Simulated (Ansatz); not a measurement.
# Is this ZnIn2Cl4 structure stable?

The cell was found from a structure generator's guess, not taken from experiment.

Level of theory: DFT PBE, scalar-relativistic, plane waves, PAW in Ansatz. Plane waves to 420 eV, a 6×6×4 mesh through Γ for the 7-atom cell and 0.02 eV Gaussian smearing; no spin polarisation.

Space group P1 (No. 1). a = 6.290 Å, b = 6.323 Å, c = 7.299 Å, α = 102.49°, β = 105.35°, γ = 116.02°
```
atom  site  symmetry       x       y       z
  Zn    1a         1  0.9928  0.0440  0.0011
  In    1a         1  0.1055  0.4457  0.6452
  In    1a         1  0.4574  0.7772  0.3553
  Cl    1a         1  0.0326  0.8950  0.7065
  Cl    1a         1  0.9590  0.3939  0.9902
  Cl    1a         1  0.6120  0.7515  0.0049
  Cl    1a         1  0.3408  0.1927  0.2968
```

The zero of energy is the elements' standard structures at the same level (Cl₂ as a molecule); no fitted shifts are applied.

Question: These tests were run: energy against the elements; phonons at Γ; elastic tensor. What do they show?

Answer:

```tsv
test	result
energy against the elements	−1.006 eV/atom
phonons at Γ	lowest optical mode 23 cm⁻¹
elastic tensor	least eigenvalue 0 GPa
```

It fails none of these tests. Other phases of the system weren't compared here, so this isn't yet thermodynamic stability. Phonons away from Γ weren't computed.

The run for the phonons used a 6×6×4 k mesh. The run for the elastic tensor used a 6×6×4 k mesh.
